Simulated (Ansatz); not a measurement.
## Property card for RbPrSe2

RbPrSe$_{2}$:
```yaml
crystal:
  lattice:
    - [2.18941, 1.26406, 7.96979]
    - [-2.18941, 1.26406, 7.96979]
    - [0.00000, -2.52812, 7.96979]
  atoms:
    - { symbol: Rb, position: [0.00000, 0.00000, 0.00000] }
    - { symbol: Pr, position: [0.50000, 0.50000, 0.50000] }
    - { symbol: Se, position: [0.23365, 0.23365, 0.23365] }
    - { symbol: Se, position: [0.76635, 0.76635, 0.76635] }
```
The run is spin-polarised; directions of the spins, atom by atom: 0 ↑ 0 0.

Space group R-3m (No. 166); conventional cell a = b = 4.3788 Å, c = 23.9094 Å, α = β = 90.00°, γ = 120.00°.

Method: DFT-r²SCAN in the program Ansatz with PAW potentials. Structure relaxed to zero pressure with the same functional. Other levels are named where they apply.

**Cell and energy**

```yaml
volume_per_atom: 33.09 Å³
density: 4.82 g/cm³
```

**Electronic structure**

```yaml
band_gap: 0.93 eV (indirect)
valence_band_maximum: on the Γ–S0 line, 15 % of the way from Γ (k = -0.052, 0.000, 0.052 in fractions of the reciprocal vectors)
conduction_band_minimum: off the standard path, at k = (-0.094, 0.250, -0.427) in fractions of the reciprocal vectors
smallest_direct_gap_on_the_standard_path: 1.09 eV
```

**Magnetism**

```yaml
magnetic_order: ferromagnetic
net_moment: 0.50 μB per atom
```

**Charges**

```yaml
bader_charges: Rb +0.80, Pr +1.82, Se -1.31 e
```

The first step of the workflow began from a Materials Project structure, measured or hypothetical; the Crystallography Open Database files this formula in space group No. 166, but the cells were not matched. Its standing as an ambient phase is unchecked. The cell was relaxed with r²SCAN under the symmetry of its start; whether a distortion lowers the energy is not shown. Spin order of the final state: ferromagnetic, the only order run, not a proven ground state. The cell computed holds one magnetic atom, so no antiferromagnetic order was within reach. The 4f shell is in the valence, and the state reached may lie above the lowest one. Other orbital occupations within this spin state were not tried. No Hubbard U is applied. Point labels and valley counts follow the cell and symmetry of the run, lower than the named group. Scalar-relativistic: spin–orbit coupling is off unless named, which matters more the heavier the elements.

Potentials: the later of the program's two PAW sets.
